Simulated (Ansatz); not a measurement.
## Relaxing a structure of Bi

The start is a relaxed Bi cell displaced along its unstable phonon at q = (½, ½, ½) of its primitive reciprocal cell (103i cm⁻¹), largest move 0.15 Å. The structure is fully relaxed (lattice and positions, P = 0) with PBEsol (plane waves to 420 eV, PAW, scalar-relativistic; Ansatz, an electronic-structure program). The first steps use a coarse 10×10×10 k-mesh.

Initial structure:
```
Bi
1.0
    6.44360     0.00000     0.00000
    3.22180     3.22180     0.00000
    3.22180     0.00000     3.22180
Bi
2
Direct
  0.97672   0.00000   0.04656
  0.52328   0.00000   0.95344
```

Which atoms feel the largest initial force, and how large is it?

0.39 eV/Å, on Bi1, Bi2 (atoms numbered as listed).

How much energy is released per atom?

0.01 eV/atom.

How does the volume per atom move from start to end?

+2.5 %, from 33.44 to 34.27 Å³/atom.

Does it find its way back to the structure it was made from?

It does not go back: it reaches I4/mmm (No. 139), 0.02 eV/atom below the parent.

How do the shortest distances between atoms change?

The closest pairs of elements (up to four, under 3.6 Å), start → end: Bi–Bi 2.92 → 3.01 Å.

What band gap does the relaxed structure have at this level?

Zero (metallic).

Final values are on a 14×14×14 k-mesh of the relaxed cell. No spin polarisation in the result.

The run could not lose the symmetry of its start, so the end can be a saddle point.

The relaxed structure here is a generated cell of Bi: the first start was made by placing the elements on the sites of a structure type, and the end was not matched to a known phase here, so it may be hypothetical. Known forms of Bi include space group No. 166.
